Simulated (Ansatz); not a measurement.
Given:

AgPd in space group R-3m (No. 166; Ag on 3a, Pd on 3b), a = b = 2.759 Å, c = 13.618 Å, α = β = 90.00°, γ = 120.00°; the cell used has 2 atoms.

This is the LDA-relaxed structure.

All from plane-wave PAW LDA (Ansatz code), unless another level is named. Give the bulk modulus (Birch–Murnaghan fit).

181 GPa.

Give the highest zone-centre frequency.

221 cm⁻¹.

The workflow started from a Materials Project entry (that database holds measured and hypothetical structures alike); the Crystallography Open Database copy checked does not list it. With Ag and Pd taken as one species the cell has the higher symmetry Fm-3m, so it may be an ordered model of a mixed-site phase. Whether it is the stable phase at ambient conditions was not checked. Symmetry was held in the LDA relaxation; its stability against distortions is not shown here. No spin polarisation was allowed. As this level gives no gap, phonon frequencies hold no LO–TO term and depend on the k-mesh and smearing (Fermi–Dirac, 0.1 eV here). Axis ratios of metals converge slowly with the k-mesh, so a and c are less sure than the volume.

Potentials: the later of the program's two PAW sets.
